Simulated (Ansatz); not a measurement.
Method: Ansatz, DFT PBE, scalar-relativistic, plane waves, PAW. Cutoff 420 eV, Γ-centred 6×6×6 mesh (8-atom cell), Gaussian smearing of 0.02 eV, no spin polarisation.

Energies over the elements count from the elements' standard structures at the same level (O₂ as a molecule), with no fitted energy shifts. The references include grey tin.

Question: Give a relaxed trial structure of a triclinic semiconductor with formula SnGe₃O₄, with a gap near 1.3 eV, a formation energy near −1.20 eV/atom and a density near 4.2 g/cm³, in a cell of 8 atoms.

Answer: SnGe₃O₄, space group P1 (No. 1). Sn is surrounded by 3 O at 2.13–2.17 Å; Ge on its first site has 3 O at 1.91–1.98 Å; around Ge on its second site lie 3 O at 1.94–1.96 Å; around O on its first site lie 3 Ge at 1.94–1.98 Å; 4 more sites not described.

Space group P1 (No. 1). a = 5.077 Å, b = 5.668 Å, c = 6.353 Å, α = 107.39°, β = 112.82°, γ = 91.21°
```tsv
atom	site	symmetry	x	y	z
Sn	1a	1	0.4076	0.4134	0.7453
Ge	1a	1	0.6901	0.0833	0.2806
Ge	1a	1	0.0908	0.5894	0.2818
Ge	1a	1	0.8082	0.9054	0.7085
O	1a	1	0.9112	0.8479	0.4290
O	1a	1	0.4642	0.6629	0.5621
O	1a	1	0.0116	0.3462	0.4203
O	1a	1	0.6163	0.1515	0.5725
```

| Property | Result |
| --- | --- |
| Volume per atom | 19.9 Å³ |
| Density | 4.2 g/cm³ |
| Formation energy | −1.201 eV/atom |
| Gap on the 6×6×6 mesh of the 8-atom cell | 1.33 eV |

The structure comes from a generated guess, relaxed at this level; another structure or a mixture of phases may lie lower. The answer needn't be unique; the calculation gave this one.

No dispersion correction is applied, so the spacing and binding between layers, chains or molecules are poorly described. Kohn–Sham gaps at this level usually fall short of measured ones. A later test with randomly moved atoms came back to the same energy, though modes that don't fit the test's cell weren't probed.
